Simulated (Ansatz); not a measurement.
# Notes on In₃Hg₂

```
Hg In
1.0
     2.05274    3.55545    0.00000
    -2.05274    3.55545    0.00000
     0.00000   -2.37030    9.47825
Hg In
2 3
Direct
  0.40046 0.40046 0.20138
  0.59954 0.59954 0.79862
  0.00000 0.00000 0.00000
  0.79030 0.79030 0.37090
  0.20970 0.20970 0.62910
```

Method: r2SCAN, no spin polarisation; PAW, plane waves to 500 eV, 7×7×7 Γ-centred mesh, gaussian occupations (width 0.0204 eV) (Ansatz 0.2.0), atoms fixed.

Problem. What do density and ELF say about some of the short contacts?

Solution. Hg–In at 2.86 Å: least valence density 0.27 e/Å³ and ELF 0.28 there. These are pseudo-fields; inside the PAW spheres they differ from the all-electron ones.

Problem. What happens at the Fermi level?

Solution. It is a metal, with about 2.1 states/eV a cell as the mean within 0.25 eV of the Fermi level, mostly In p (73 %).

Problem. How is the charge shared?

Solution. Bader charges in e: In +0.31 to +0.43, Hg -0.52. In the mean In gives up most and Hg takes most.

Problem. Is the cell too large or too small?

Solution. The pressure is 0.6 GPa (compression positive), so with the atoms held at these fractions the cell would first expand; the forces are large, so a full relaxation may end otherwise.

Problem. Which atom feels the largest force, and which way?

Solution. The largest is on In4 (and as large on other atoms): 0.90 eV/Å, components (0.00, 0.00, 0.90). It makes 124° with the line to a nearest neighbour, Hg1 at 2.86 Å.

Origin: a known structure type with other elements, at an estimated volume, so it need not be a known compound.
